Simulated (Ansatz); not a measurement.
B₂O₃:
```
CELL_PARAMETERS angstrom
      4.35716     0.00000     0.00000
     -2.17858     3.77341     0.00000
      0.00000     0.00000     6.43174
ATOMIC_POSITIONS crystal
  O  0.95480 0.28795 0.25000
  B  0.66667 0.33333 0.25000
  B  0.00000 0.00000 0.25000
  O  0.71205 0.66685 0.25000
  O  0.33315 0.04520 0.25000
  O  0.28795 0.95480 0.75000
  B  0.00000 0.00000 0.75000
  B  0.33333 0.66667 0.75000
  O  0.04520 0.33315 0.75000
  O  0.66685 0.71205 0.75000
```

Relaxed with r²SCAN+D4.

Q: Give the Bader charges and basin volumes of the independent atoms, DFT-r²SCAN+D4 in the program Ansatz with PAW potentials.

A: 

| atom | Bader charge (e) | Bader volume (Å³) |
|---|---|---|
| O1 | -1.63 | 16.6 |
| B2 | +2.45 | 1.6 |
| B3 | +2.44 | 1.5 |

Space group P-62c. The start of the workflow was typed in or built on a structure type; neither database checked (COD, Materials Project) lists it. COD files the formula under space group No. 144, 152. Whether it is the stable phase at ambient conditions was not checked. Symmetry was held in the r²SCAN+D4 relaxation; its stability against distortions is not shown here.

Potentials: the earlier of the program's two PAW sets. The files were generated under PBE; for other functionals the program regenerates the frozen cores, and for LDA and PBEsol the local potential too.
